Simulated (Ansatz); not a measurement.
CdO in space group P4_2/mmc (No. 131; Cd on 2c, O on 2e), the program Ansatz at the PBE level (PAW), all energies at zero smearing, with the estimated change up to a 700 eV cutoff added, with one set of potentials and settings (totals compare only within such a set). Cell of 4 atoms (2 Cd, 2 O): -17642.162 eV.

```csv
element,reference phase,E (eV/atom)
Cd,"P6_3/mmc, 2 atoms in the cell",-8254.4547
O,"C2/m, 4 atoms in the cell, spin-polarised",-565.0000
```

Formation energy per atom, worked out: (-17642.162 − 2×(-8254.4547) − 2×(-565.0000))/4 = -0.813 eV/atom (-78 kJ per mol of atoms), at 0 K, without zero-point energy or fitted corrections.

The cell is a constructed one: a structure type filled with these elements; neither database checked (COD, Materials Project) lists it. It is not the phase usual at ambient conditions (space group No. 225). Symmetry was held in the PBE relaxation; whether a distortion lowers the energy is not shown. The references are the lowest solids computed at this level, not always the standard phases (solids in place of the gases).

Potentials: the later of the program's two PAW sets.
